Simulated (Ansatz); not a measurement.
ZnS:
```cif
data_SZn
_chemical_formula_sum 'Zn1 S1'
_space_group_name_H-M_alt 'P 1'
_space_group_IT_number 1
_cell_length_a 3.84927
_cell_length_b 3.84927
_cell_length_c 3.84927
_cell_angle_alpha 60.000
_cell_angle_beta 60.000
_cell_angle_gamma 60.000
loop_
_space_group_symop_operation_xyz
  'x, y, z'
loop_
_atom_site_label
_atom_site_type_symbol
_atom_site_fract_x
_atom_site_fract_y
_atom_site_fract_z
_atom_site_occupancy
Zn1 Zn 0.00000 0.00000 0.00000 1
S1 S 0.75000 0.75000 0.75000 1
```

Relaxed with PBE.

Which orbitals make up the states near the band edges in the program Ansatz at the PBE level (PAW)?

Top 1 eV of the valence band: S 3p 90 %, Zn 3d 7 %. Bottom 1 eV of the conduction band: Zn 4s 56 %, S 3s 26 %, S 3p 15 %. Projections are on Löwdin-orthogonalised atomic valence shells; empty p or d shells of many metals are not among them.

Tabulate the density of states.

States/eV per cell of 2 atoms, in 0.25 eV bins, energy from the valence-band maximum.

```tsv
E (eV)	total	Zn 3d	S 3p	Zn 4s
-7.85	0.00	0.00	0.00	0.00
-7.60	0.00	0.00	0.00	0.00
-7.35	0.00	0.00	0.00	0.00
-7.10	0.00	0.00	0.00	0.00
-6.85	0.00	0.00	0.00	0.00
-6.60	0.00	0.00	0.00	0.00
-6.35	1.86	1.58	0.22	0.05
-6.10	16.82	15.32	1.33	0.14
-5.85	15.90	15.51	0.28	0.08
-5.60	4.92	4.54	0.14	0.10
-5.35	0.50	0.46	0.01	0.01
-5.10	0.07	0.00	0.05	0.01
-4.85	0.45	0.05	0.30	0.08
-4.60	1.64	0.17	1.02	0.39
-4.35	1.96	0.29	1.11	0.47
-4.10	0.91	0.16	0.51	0.17
-3.85	0.66	0.12	0.37	0.11
-3.60	0.49	0.08	0.28	0.07
-3.35	0.40	0.06	0.23	0.06
-3.10	0.33	0.05	0.21	0.04
-2.85	1.31	0.12	1.07	0.05
-2.60	1.38	0.11	1.14	0.05
-2.35	1.43	0.10	1.20	0.04
-2.10	1.87	0.12	1.63	0.04
-1.85	1.92	0.12	1.68	0.03
-1.60	1.90	0.12	1.67	0.03
-1.35	1.88	0.12	1.66	0.02
-1.10	1.90	0.12	1.69	0.01
-0.85	1.67	0.11	1.50	0.01
-0.60	0.99	0.07	0.89	0.00
-0.35	0.62	0.04	0.56	0.00
-0.10	0.22	0.02	0.20	0.00
0.15	0.00	0.00	0.00	0.00
0.40	0.00	0.00	0.00	0.00
0.65	0.00	0.00	0.00	0.00
0.90	0.00	0.00	0.00	0.00
1.15	0.00	0.00	0.00	0.00
1.40	0.00	0.00	0.00	0.00
1.65	0.00	0.00	0.00	0.00
1.90	0.00	0.00	0.00	0.00
2.15	0.00	0.00	0.00	0.00
2.40	0.02	0.00	0.00	0.01
2.65	0.03	0.00	0.00	0.02
2.90	0.05	0.00	0.01	0.03
3.15	0.09	0.00	0.02	0.05
3.40	0.27	0.00	0.05	0.14
3.65	0.67	0.00	0.10	0.28
3.90	0.89	0.00	0.13	0.31
4.15	1.31	0.00	0.20	0.44
4.40	2.09	0.01	0.35	0.70
4.65	1.67	0.00	0.30	0.59
4.90	1.21	0.00	0.22	0.40
5.15	1.01	0.00	0.17	0.28
5.40	0.72	0.00	0.10	0.15
5.65	0.72	0.00	0.09	0.14
5.90	1.45	0.00	0.17	0.25
6.15	1.80	0.00	0.14	0.20
6.40	1.36	0.00	0.09	0.12
6.65	0.72	0.00	0.02	0.01
6.90	0.79	0.00	0.02	0.01
```

Space group F-43m (zinc blende). Symmetry was held in the PBE relaxation.

Potentials: the earlier of the program's two PAW sets.
